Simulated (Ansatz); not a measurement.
**Question.** Each is relaxed and computed with the program Ansatz at the r²SCAN level (PAW). Which is the only metal?
A) YCu2Ge2, I4/mmm (Y on 2a, Cu on 4d, Ge on 4e)
B) GeTePt, P2_13 (Ge on 4a, Te on 4a, Pt on 4a)
C) Cu2SiTe3, Cc (Pearson symbol mS24)
D) GaGeTe, R-3m (Ga on 6c, Ge on 6c, Te on 6c)

**Answer.** A, YCu2Ge2, I4/mmm (Y on 2a, Cu on 4d, Ge on 4e). YCu2Ge2: metal; GeTePt: gap 0.37 eV (indirect); GaGeTe: gap 0.60 eV (direct); Cu2SiTe3: gap 0.40 eV (indirect). Standing as an ambient phase not checked: YCu2Ge2, I4/mmm (Y on 2a, Cu on 4d, Ge on 4e); GeTePt, P2_13 (Ge on 4a, Te on 4a, Pt on 4a); GaGeTe, R-3m (Ga on 6c, Ge on 6c, Te on 6c); Cu2SiTe3, Cc (Pearson symbol mS24). Weakly bound layers, chains or molecules computed without a dispersion correction, so cells and soft constants are ill determined: GaGeTe, R-3m (Ga on 6c, Ge on 6c, Te on 6c). Perhaps ordered models of mixed-site phases: Cu2SiTe3, Cc (Pearson symbol mS24). All cells were relaxed under the symmetry of their starts (and spin orders); stability against distortions was not tested throughout. Rows with no word on spin ran without spin polarisation. Scalar-relativistic: spin–orbit coupling is off unless named, which matters more the heavier the elements.

Potentials: the earlier of the program's two PAW sets.
